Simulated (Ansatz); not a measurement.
CdS (zinc blende)

```
CELL_PARAMETERS angstrom
      0.00000     2.96331     2.96331
      2.96331     0.00000     2.96331
      2.96331     2.96331     0.00000
ATOMIC_POSITIONS crystal
  S  0.75000 0.75000 0.75000
  Cd 0.00000 0.00000 0.00000
```

Equation-of-state scan: isotropic scaling of the cell above, V₀ being its volume. Symmetry pins the atoms to their sites.

All values below come from PBE (plane waves to 420 eV, PAW, scalar-relativistic; Ansatz, a first-principles code). k mesh 10×10×10 (Γ-centred), Fermi-Dirac smearing 0.05 eV. The energy includes the smearing's −TS. Stress and pressure are positive under compression. CdS was relaxed with its symmetry unable to fall. The zero of ΔE is the relaxed starting cell.

```tsv
V (Å³/atom)	ΔE (meV/atom)
21.858	153.4
22.899	79.2
23.940	32.4
24.981	7.5
26.021	0.0
27.062	6.4
28.103	24.0
29.144	withheld
30.185	84.1
```

Problem. Fit a third-order Birch-Murnaghan form (E₀, V₀, B₀, B₀′ free) to the given rows and predict ΔE at V = 29.144.

Solution. Least squares on the 8 given rows: ΔE = E₀ + (9V₀B₀/16)·y²·[2 + (B₀′ − 4)y], y = (V₀/V)^(2/3) − 1, with V₀ = 26.024 Å³/atom, B₀ = 53.34 GPa (160.2 GPa = 1 eV/Å³; the term in eV is multiplied by 1000), B₀′ = 4.57, E₀ = 0.00 meV/atom; root-mean-square residual 0.03 meV/atom. At 29.144 the fit gives 50.5 meV/atom; the calculation gives 50.5 meV/atom, the same to the digits shown. For the pressure the fit gives -4.7 GPa against the computed -4.7 GPa.

(Under strain, the slope of the energy per volume gives the stress and its curvature an elastic modulus.)
